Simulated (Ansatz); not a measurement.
P₂W:
```
CELL_PARAMETERS angstrom
      4.20864     1.56717     0.00000
     -4.20864     1.56717     0.00000
     -3.61815     0.00000     6.46724
ATOMIC_POSITIONS crystal
  P  0.13865 0.86135 0.02490
  P  0.86135 0.13865 0.97510
  P  0.39879 0.60121 0.60051
  P  0.60121 0.39879 0.39949
  W  0.84233 0.15767 0.29386
  W  0.15767 0.84233 0.70614
```

Relaxed with LDA. Special points in fractions of this cell's reciprocal vectors: Γ (0.000, 0.000, 0.000); C (0.296, 0.296, 0.000); C2 (-0.296, 0.704, 0.000); Y2 (-0.500, 0.500, 0.000); M2 (-0.500, 0.500, 0.500); D (-0.270, 0.730, 0.500); D2 (0.270, 0.270, 0.500); A (0.000, 0.000, 0.500); L2 (0.000, 0.500, 0.500); V2 (0.000, 0.500, 0.000).

Question: List the band energies nearest the Fermi level at these points for DFT-LDA in the program Ansatz with PAW potentials.

Answer: In eV from the Fermi level; about four levels below and three above (degenerate sets whole), none deeper than 8.9 eV; points with the same levels are listed once.

```tsv
k	below	above
Γ	-2.34 -2.21 -1.82 -0.33	0.47 1.14 1.81
C	-2.98 -2.77 -2.36 -0.32	0.10 1.21 1.85
Y2	-1.16 -1.04 -0.46 -0.29	1.56 2.02 2.05
M2	-1.95 -1.93 -0.98 -0.47	0.65 1.18 1.28
D	-3.38 -2.72 -2.30 -0.38	1.05 1.38 2.24
A	-3.02 -1.50 -1.42 -1.06	1.50 1.82 2.14
L2	-3.09 -2.70 -1.81 -0.96	0.74 1.44 2.25
V2	-3.72 -3.57 -2.90 -1.94	0.36 1.68 1.77
```

Space group C2/m. The workflow started from a Materials Project entry (that database holds measured and hypothetical structures alike); the Crystallography Open Database files this formula in space group No. 12, but the cells were not matched. Whether it is the stable phase at ambient conditions was not checked. The cell was relaxed with LDA under the symmetry of its start; its stability against distortions is not shown here. The run is not spin-polarised. Scalar-relativistic: spin–orbit coupling is off unless named, which matters more the heavier the elements.

Potentials: the earlier of the program's two PAW sets. The files were generated under PBE; for other functionals the program regenerates the frozen cores, and for LDA and PBEsol the local potential too.
